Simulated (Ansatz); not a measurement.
**Fields on a plane of WP2 (space group C2/m)**

```xyz
6
Lattice="4.2082 -1.5670 0.0000 4.2082 1.5670 0.0000 -3.6174 0.0000 6.4671" Properties=species:S:1:pos:R:3 pbc="T T T"
P      1.0769     0.0000     0.1613
P      3.7221     0.0000     6.3058
P      1.1844     0.0000     3.8839
P      3.6146     0.0000     2.5832
W      6.0266     0.0000     1.9004
W     -1.2276     0.0000     4.5667
```

The slice is a (100) plane (indices of the conventional cell) through the point (0.601, 0.601, 0.399) (fractional), spanned by u = [1 -1 0] and v = [001] in vectors of this cell: u (3.13 Å) and v (7.41 Å, at 90° to u). It covers one period; positions are fractions (u, v).

Atoms on it: P at (0.00, 0.00). Other atoms lie within 1 Å of the plane.

Level of theory: LDA (plane waves to 420 eV, PAW, scalar-relativistic; Ansatz, a quantum-chemistry and plane-wave program). k mesh 16×16×7. Inside the PAW spheres the values are not all-electron values, and peaks at nuclei hang on which shells count as valence. Spin-orbit coupling is left out, though W is heavy. WP2 is run without spin polarisation. WP2 was relaxed with its symmetry unable to fall.

```
|xxxxxx++%%++xxxx|
|xxxx::%%@@%%::xx|
|--==##@@@@@@##==|
|%%%%@@%%%%%%@@%%|
|@@@@##==::==##@@|
|@@%%::xxxxxx::%%|
|%%**xxxxxxxxxx**|
|%%++xxxxxxxxxx++|
|%%**  xxxxxx  **|
|@@%%--  xx  --%%|
|@@%%**--..--**%%|
|%%##--      --##|
|##==  xxxxxx  ==|
|++..  xxxxxx  ..|
|++..  xxxxxx  ..|
|**--  xxxxxx  --|
|::::..      ..::|
|xxxx  ======  xx|
|xxxxxx++##++xxxx|
|xxxxxx==%%==xxxx|
```
Scale: ten equal steps from 5.00 (start of ' ') to 13.56 (end of '@'), in the order ' .:-=+*#%@'. Values: electrostatic potential energy of an electron, from the cell's mean, in eV. The map has 8 points along u (two characters each, u = 0 at the left) and 20 along v (v = 0 in the bottom row). Points within 0.9 Å of a nucleus are blanked (x), as the pseudised field means little there. Values under 5 eV are set to 5. The zero, the cell's mean, hangs on the PAW cores.

| v \ u | 0.00 | 0.12 | 0.25 | 0.38 | 0.50 | 0.62 | 0.75 | 0.88 |
|---|---|---|---|---|---|---|---|---|
| 0.90 | -0.2 | -0.2 | -0.5 | -0.8 | -1.0 | -0.8 | -0.5 | -0.2 |
| 0.75 | -0.9 | -0.8 | -0.7 | -0.6 | -0.5 | -0.6 | -0.7 | -0.8 |
| 0.60 | -0.8 | -0.6 | -0.3 | -0.3 | -0.7 | -0.3 | -0.3 | -0.6 |
| 0.45 | -0.9 | -0.8 | -0.6 | -0.4 | -0.3 | -0.4 | -0.6 | -0.8 |
| 0.30 | -0.5 | -0.4 | 0.0 | 0.6 | 0.7 | 0.6 | 0.0 | -0.4 |
| 0.15 | -0.4 | -0.4 | -0.4 | -0.3 | -0.2 | -0.3 | -0.4 | -0.4 |
| 0.00 | -1.6 | -0.4 | -0.2 | -0.5 | -0.7 | -0.5 | -0.2 | -0.4 |

Values: log₁₀ of the valence density in e/Å³. The scale is logarithmic, as a density can span decades between atoms and voids.
